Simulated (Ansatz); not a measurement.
NbP in space group Cmcm (No. 63; P on 4c, Nb on 4c) under volume change, PBE in the plane-wave PAW code Ansatz, shape and atoms relaxed at each volume.

| V (Å³/atom) | E − E(relaxed) (meV/atom) | P (GPa) |
|---|---|---|
| 14.025 | 76.4 | 19.32 |
| 14.487 | ? | ? |
| 14.949 | 7.5 | 5.37 |
| 15.412 | 0.0 | 0.00 |
| 15.874 | 6.7 | -4.48 |
| 16.336 | 25.0 | -8.04 |
| 16.799 | ? | ? |

Problem. What belongs in the gaps?

Solution. 
- 14.487, E − E(relaxed) (meV/atom): 31.9
- 14.487, P (GPa): 11.72
- 16.799, E − E(relaxed) (meV/atom): 51.6
- 16.799, P (GPa): -10.26

Problem. What does a third-order Birch–Murnaghan fit give for V₀, B₀ and B′?

Solution. V₀ = 15.41 Å³/atom, B₀ = 157 GPa, B′ = 5.8.

A made-up cell: these elements were put on the sites of a structure type; neither database checked (COD, Materials Project) lists it. COD files the formula under space group No. 141, so this cell is another polymorph or a model. Whether it is the stable phase at ambient conditions was not checked. The cell was relaxed with PBE under the symmetry of its start; whether a distortion lowers the energy is not shown. The run is not spin-polarised. Spin–orbit coupling is left out wherever it is not named.

Potentials: the later of the program's two PAW sets.
